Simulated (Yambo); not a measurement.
Rb2NaYF6 (space group Fm-3m, No. 225), G0W0@LDA in Yambo (2×2×2 mesh, plasmon pole; 7 Ry block, no terminator). The number N of bands in W and G is varied.

```csv
N,x = 1/N,gap Γ → Γ (eV),shift of the valence edge (eV)
107,0.00935,10.257,-2.036
156,0.00641,10.063,-2.078
214,0.00467,10.006,-2.145
272,0.00368,?,?
```

### Question
Basis-set arguments suggest E = E∞ + A x. Fix A and E∞ from the two rows above the withheld one, predict the row at 272 bands, and test the form.

### Answer
Gap: A = (10.006 − (10.063))/(0.00467 − 0.00641) = 32.8, E∞ = 9.853 eV, so 9.974 eV is predicted; the run gave 9.992 eV (miss 18 meV). The first two rows have slope 66.0, so the form doesn't hold yet over the whole range. Shift: A = (-2.145 − (-2.078))/(0.00467 − 0.00641) = 38.5, E∞ = -2.325 eV, so -2.183 eV is predicted; the run gave -2.199 eV (miss 16 meV). The first two rows have slope 14.3, so the form doesn't hold yet over the whole range. The other settings are held fixed.

Geometry of the Materials Project entry, not relaxed at this level; primitive cell a = 6.3829 Å, b = 6.3829 Å, c = 6.3829 Å, α = 60.00°, β = 60.00°, γ = 60.00°.

A shift is the quasiparticle energy of the state minus its LDA energy.
